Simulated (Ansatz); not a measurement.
Sc:
```xyz
1
Lattice="0.0000 2.3255 2.3255 2.3255 0.0000 2.3255 2.3255 2.3255 0.0000" Properties=species:S:1:pos:R:3 pbc="T T T"
Sc     0.0000     0.0000     0.0000
```

Relaxed with r²SCAN. Special points in fractions of this cell's reciprocal vectors: Γ (0.000, 0.000, 0.000); X (0.500, 0.000, 0.500); U (0.625, 0.250, 0.625); K (0.375, 0.375, 0.750); L (0.500, 0.500, 0.500); W (0.500, 0.250, 0.750).

Q: List the band energies nearest the Fermi level at these points for r²SCAN (plane waves, PAW; program Ansatz).

A: In eV from the Fermi level; about four levels below and three above (degenerate sets whole), none deeper than 8.9 eV; points with the same levels are listed once.

```json
[
 {"k": "Γ", "below": "-5.52", "above": "1.76 1.76 1.76"},
 {"k": "X", "below": "-1.53 -0.55", "above": "1.80 4.06 4.27 4.27"},
 {"k": "U", "below": "-0.81 -0.38", "above": "0.84 3.16 3.92"},
 {"k": "L", "below": "-1.80", "above": "0.02 1.65 1.65"},
 {"k": "W", "below": "-0.66", "above": "0.22 0.22 2.68"}
]
```

Space group Fm-3m (fcc (Cu type)). The workflow started from a Materials Project entry (that database holds measured and hypothetical structures alike); the Crystallography Open Database files this formula in space group No. 225, but the cells were not matched. It is not the phase usual at ambient conditions (space group No. 194). The r²SCAN relaxation kept the symmetry of its start; whether a distortion lowers the energy is not shown. The run is not spin-polarised.

Potentials: the earlier of the program's two PAW sets.
